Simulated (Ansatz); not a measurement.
LaNiO$_{3}$:
```xyz
5
Lattice="3.7803 0.0000 0.0000 0.0000 3.7803 0.0000 0.0000 0.0000 3.7803" Properties=species:S:1:pos:R:3 pbc="T T T"
La     1.8902     1.8902     1.8902
Ni     0.0000     0.0000     0.0000
O      1.8902     0.0000     0.0000
O      0.0000     1.8902     0.0000
O      0.0000     0.0000     1.8902
```

Relaxed with PBEsol. Special points in fractions of this cell's reciprocal vectors: Γ (0.000, 0.000, 0.000); X (0.000, 0.500, 0.000); M (0.500, 0.500, 0.000); R (0.500, 0.500, 0.500).

List the band energies nearest the Fermi level at these points for PBEsol with spin–orbit coupling in the plane-wave PAW code Ansatz.

In eV from the Fermi level; about four levels below and three above (degenerate sets whole), none deeper than 8.9 eV; points with the same levels are listed once.

| k | below | above |
|---|---|---|
| Γ | -1.13 -1.13 -1.13 -1.13 | 2.61 2.61 2.61 2.61 |
| X | -0.44 -0.44 -0.34 -0.34 | 0.93 0.93 3.51 3.51 |
| M | -0.52 -0.52 -0.25 -0.25 | 3.04 3.04 3.48 3.48 |
| R | -0.10 -0.10 -0.10 -0.10 -0.09 -0.09 | 3.05 3.05 3.05 3.05 |

Space group Pm-3m (cubic perovskite). The first step of the workflow began from a Materials Project structure, measured or hypothetical; the Crystallography Open Database copy checked does not list it. COD files the formula under space group No. 167. Whether it is the stable phase at ambient conditions was not checked. The cell was relaxed with PBEsol under the symmetry of its start; its stability against distortions is not shown here. The workflow began spin-polarised and lost its moments. No Hubbard U is applied. The compound may be a true metal, but semilocal functionals without U, or a wrong spin order, can also close a gap.

Potentials: the later of the program's two PAW sets.
